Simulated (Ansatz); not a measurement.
**Formation energy of MgS**

Method: PBEsol, scalar-relativistic; no spin polarisation; PAW, 420 eV, Γ-centred 10×10×10 mesh, 0.05 eV Gaussian smearing; code Ansatz; PAW files: Ansatz's generated set soft_2.

The chain of runs began from a cell as deposited in COD, expanded in volume.

The structure is cubic, space group Fm-3m (No. 225). Conventional cell: a = 5.182 Å, b = 5.182 Å, c = 5.182 Å, α = 90.00°, β = 90.00°, γ = 90.00°. Around Mg (site symmetry m-3m) lie 6 S at 2.59 Å. Around S (site symmetry m-3m) lie 6 Mg at 2.59 Å. (Shells end 15 % past the nearest neighbour.)

The elements were computed in their standard states with the same datasets, cutoff and functional. Absolute energies hang on the potentials; compare differences alone.

Energy of the relaxed cell (2 atoms, smearing extrapolated to zero): -2799.918 eV. Elements, in eV/atom: Mg -1912.049, S -884.892.

Task: What is the formation energy?

Result: [-2799.918 − (1 × -1912.049 + 1 × -884.892)] / 2 = -1.49 eV/atom, or -144 kJ per mole of atoms.

The value is for 0 K, without zero-point energy. Uncorrected semilocal values for oxides, chalcogenides and halides often miss by tenths of an eV an atom. A negative value shows stability against the elements alone, not against other compounds or structures.

Formal charges Mg²⁺, S²⁻ balance and leave closed shells on every ion, so a band insulator is expected, and the gap is 2.73 eV.

Kohn–Sham gaps of semilocal functionals lie under measured ones, often by a third or more.
